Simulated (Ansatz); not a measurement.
## Hf2Cu: frozen-core PAW against all-electron methods

```
Hf Cu
1.0
    -1.58475    1.58475    5.56665
     1.58475   -1.58475    5.56665
     1.58475    1.58475   -5.56665
Hf Cu
2 1
Direct
  0.34000 0.34000 0.00000
  0.66000 0.66000 0.00000
  0.00000 0.00000 0.00000
```

Atoms are numbered in the order listed.

The geometry is COD entry 1524980, unchecked; take it as a test cell.

Spin polarisation is left out, and whether a magnetic state lies lower isn't shown here.

No spin–orbit coupling, which matters for the heavy atoms here.

Methods: DFT, PBEsol, PAW with Ansatz's default frozen-core files, scalar-relativistic (Ansatz 0.2.0); DFT, PBEsol, all-electron PAW with datasets made for the crystal, scalar-relativistic (Ansatz 0.2.0); DFT, PBEsol, all-electron LAPW, scalar-relativistic (Ansatz 0.2.0).

For PAW: a Γ-centred 16×16×16 k mesh, Fermi–Dirac smearing of 0.03 eV, cutoff 420 eV, no spin polarisation; the PAW files were made with PBE, and the program remakes their frozen cores for this functional. The crystal-made all-electron datasets (AE datasets) take a cutoff of 400 eV at this cell. LAPW targets a basis error of 1 meV/atom. The Ansatz runs share mesh, smearing and spin set-up. Plane-wave (PAW) pressures include the program's estimate of the Pulay term.

Stress and pressure are positive in compression.

Levels count from the Fermi level.

```json
{"quantity": "pressure (GPa)", "PAW": "-3.08", "AE datasets": "-3.06", "LAPW": "-3.06"}
{"quantity": "stress xx (GPa)", "PAW": "-3.27", "AE datasets": "-3.25", "LAPW": "-3.25"}
{"quantity": "stress zz (GPa)", "PAW": "-2.70", "AE datasets": "-2.68", "LAPW": "-2.68"}
{"quantity": "force on Hf1, z (eV/Å)", "PAW": "0.696", "AE datasets": "0.697", "LAPW": "0.697"}
{"quantity": "highest filled level at N (eV)", "PAW": "-0.713", "AE datasets": "-0.712", "LAPW": "-0.712"}
{"quantity": "lowest empty level at N (eV)", "PAW": "0.309", "AE datasets": "0.309", "LAPW": "0.309"}
{"quantity": "highest filled level at Γ (eV)", "PAW": "-1.053", "AE datasets": "-1.054", "LAPW": "-1.054"}
{"quantity": "lowest empty level at Γ (eV)", "PAW": "0.743", "AE datasets": "0.744", "LAPW": "0.744"}
{"quantity": "highest filled level at P (eV)", "PAW": "-1.873", "AE datasets": "-1.872", "LAPW": "-1.872"}
{"quantity": "lowest empty level at P (eV)", "PAW": "0.411", "AE datasets": "0.411", "LAPW": "0.411"}
```
